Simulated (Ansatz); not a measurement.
ZrMo (rock salt, Fm-3m), DFT-PBEsol in the program Ansatz with PAW potentials, all energies at zero smearing, with the estimated change up to a 700 eV cutoff added, with one set of potentials and settings (totals compare only within such a set). Cell of 2 atoms (1 Mo, 1 Zr): -9024.153 eV.

```json
[
 {"element": "Mo", "reference phase": "Im-3m, 1 atoms in the cell", "E (eV/atom)": "-4897.5018"},
 {"element": "Zr", "reference phase": "Cmmm, 3 atoms in the cell", "E (eV/atom)": "-4128.6684"}
]
```

Formation energy per atom, worked out: (-9024.153 − 1×(-4897.5018) − 1×(-4128.6684))/2 = 1.009 eV/atom (97 kJ per mol of atoms), at 0 K, without zero-point energy or fitted corrections.

The start of the workflow was typed in or built on a structure type; neither database checked (COD, Materials Project) lists it. Its standing as an ambient phase is unchecked. The PBEsol relaxation kept the symmetry of its start. At this level the phase is mechanically unstable. No spin polarisation was allowed. Its formation energy is positive at this level, so the cell may be metastable or incomplete. The references are the lowest solids computed at this level, not always the standard phases.

Potentials: the earlier of the program's two PAW sets. The files were generated under PBE; for other functionals the program regenerates the frozen cores, and for LDA and PBEsol the local potential too.
